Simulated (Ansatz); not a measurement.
Relaxed-ion elastic tensor of Mn₃RhN (anti-perovskite, Pm-3m) in GPa (Voigt order), PBEsol (plane waves, PAW; program Ansatz); density 9.19 g/cm³, 10.18 Å³ per atom.

```
623  166  166  0.0  0.0  0.0
166  623  166  0.0  0.0  0.0
166  166  623  0.0  0.0  0.0
0.0  0.0  0.0  158  0.0  0.0
0.0  0.0  0.0  0.0  158  0.0
0.0  0.0  0.0  0.0  0.0  158
```

**Question.** Is the crystal mechanically stable?

**Answer.** Yes: the smallest eigenvalue of C is 158 GPa.

**Question.** Work out the Voigt, Reuss and Hill averages.

**Answer.** K_V = 318, K_R = 318, K_H = 318; G_V = 186, G_R = 180, G_H = 183 GPa.

**Question.** Give Young's modulus, Poisson's ratio, Pugh's ratio and the universal anisotropy index.

**Answer.** E = 9KG/(3K + G) = 461 GPa; ν = 0.26; K/G = 1.74 (near the Pugh limit of 1.75, no verdict); A_U = 5G_V/G_R + K_V/K_R − 6 = 0.16.

**Question.** Estimate the sound speeds and the Debye temperature.

**Answer.** v_l = √((K + 4G/3)/ρ) = 7820 m/s, v_t = √(G/ρ) = 4460 m/s, mean 4960 m/s; Θ = (h/k)(3n/4πV)^(1/3) v_m = 682 K.

**Question.** Give the Zener ratio and Young's modulus along [100], [110] and [111].

**Answer.** A = 2C44/(C11 − C12) = 0.69; 1/E = S11 − 2(S11 − S12 − S44/2)Γ with Γ = 0, 1/4, 1/3 gives 553, 436, 407 GPa.

The workflow started from an entry of the Crystallography Open Database (COD). Whether it is the stable phase at ambient conditions was not checked. Symmetry was held in the PBEsol relaxation; its stability against distortions is not shown here. The workflow began spin-polarised and lost its moments. The volume moved by -17 % from the start of the relaxation. The volume fell by over 15 % from the filed cell, which may lack light atoms or belong to other conditions. As this level gives no gap, shear constants depend on the k-mesh and smearing (Fermi–Dirac, 0.1 eV here). On the denser mesh and wider smearing of the elastic run this cell carries a stress of 0.5 GPa.

Potentials: the later of the program's two PAW sets.
